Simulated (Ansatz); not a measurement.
K2ZnTe2:
```
K2ZnTe2
1.0
   -3.60655     6.96534     3.44453
    3.60655    -6.96534     3.44453
    3.60655     6.96534    -3.44453
K Zn Te
4 2 4
Direct
  0.85968   0.68392   0.54360
  0.14032   0.31608   0.45640
  0.64032   0.18392   0.82424
  0.35968   0.81608   0.17576
  0.75000   0.75000   0.00000
  0.25000   0.25000   0.00000
  0.60741   0.69400   0.30141
  0.39259   0.30600   0.69859
  0.89259   0.19400   0.08659
  0.10741   0.80600   0.91341
```

Plane-wave PAW PBEsol (Ansatz code) gives a gap of 2.03 eV without spin–orbit coupling, maximum at Γ, minimum on the G0–X line, 72 % of the way from G0.

### Question
What happens when spin–orbit coupling is switched on?

### Answer
The gap falls by 0.23 eV, to 1.80 eV; maximum at Γ, minimum on the G0–X line, 72 % of the way from G0.

### Question
Give the electron effective mass with spin–orbit coupling.

### Answer
0.54, 0.80, 3.3 mₑ (principal values).

### Question
Give the hole effective mass with spin–orbit coupling.

### Answer
0.40, 0.40, 3.3 mₑ (principal values).

Space group Ibam. The workflow started from a Materials Project entry (that database holds measured and hypothetical structures alike); the Crystallography Open Database copy checked does not list it. Its standing as an ambient phase is unchecked. The PBEsol relaxation kept the symmetry of its start; whether a distortion lowers the energy is not shown.

Potentials: the later of the program's two PAW sets.
